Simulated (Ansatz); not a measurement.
# What a change of settings does to a run on BeCo

The geometry is COD entry 9008806, unchecked; take it as a test cell. The listed cell was then made from it by scaling, straining or moving an atom.

First run: DFT, LDA, PAW with Ansatz's default frozen-core files, scalar-relativistic (Ansatz 0.2.0).

Command: `ansatz run input.yaml --threads 1 --pin off --max-ram 3072MiB --backend cpu --events-out ev --progress --plain --runs-dir out` The run took 29 s on 1 thread of Intel(R) Xeon(R) Platinum 8488C (Sapphire Rapids), with other jobs on the host.

```yaml
crystal:
  lattice:
    - [2.6737183902, 0.0, 0.0]
    - [0.0, 2.6737183902, 0.0]
    - [0.0, 0.0, 2.6737183902]
  atoms:
    - { symbol: Be, position: [0.0, 0.0, 0.0] }
    - { symbol: Co, position: [0.5, 0.5, 0.5], spin: 2.0 }
magnetization:
  spin_polarized: true
kpoints:
  mp_grid: { grid: [13, 13, 13] }
scf:
  occupations: { method: fermi_dirac, width: 0.05 }
hamiltonian:
  xc: lda
  pseudopotentials: { kind: paw }
output:
  forces: true
  stress: true
  efg: { contact_densities: true }
relax:
  f_tol: 0.005
  max_steps: 80
  cell: {}
```

Result: converged; relaxed volume 8.173 Å³/atom; moment 0.33 μB; 73 SCF iterations in all.

The input is then changed:

```diff
@@ -16,4 +16,5 @@
   xc: lda
   pseudopotentials: { kind: paw }
+  hubbard: { sites: [{ species: Co, l: d, u_eff: 4.0 }], double_counting: fll }
 output:
   forces: true
```

(1) Predict the outcome of the changed run.

## Answers

(1) It converged; relaxed volume 8.050 Å³/atom; moment 0.00 μB; 161 SCF iterations in all.
